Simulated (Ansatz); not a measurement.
CdCl2:
```xyz
3
Lattice="1.8833 1.0873 5.6703 -1.8833 1.0873 5.6703 0.0000 -2.1747 5.6703" Properties=species:S:1:pos:R:3 pbc="T T T"
Cd     0.0000     0.0000     0.0000
Cl     0.0000     0.0000    12.7562
Cl     0.0000     0.0000     4.2547
```

Relaxed with LDA.

Q: Give the Bader charges and basin volumes of the independent atoms, plane-wave PAW LDA (Ansatz code).

A: 

```tsv
atom	Bader charge (e)	Bader volume (Å³)
Cd1	+1.06	15.8
Cl2	-0.53	26.9
```

Space group R-3m. The first step of the workflow began from a Materials Project structure, measured or hypothetical; the Crystallography Open Database files this formula in space group No. 166, but the cells were not matched. Its standing as an ambient phase is unchecked. Symmetry was held in the LDA relaxation; whether a distortion lowers the energy is not shown. A crystal of weakly bound layers computed without a dispersion correction: the cell and the soft elastic constants depend strongly on that.

Potentials: the later of the program's two PAW sets.
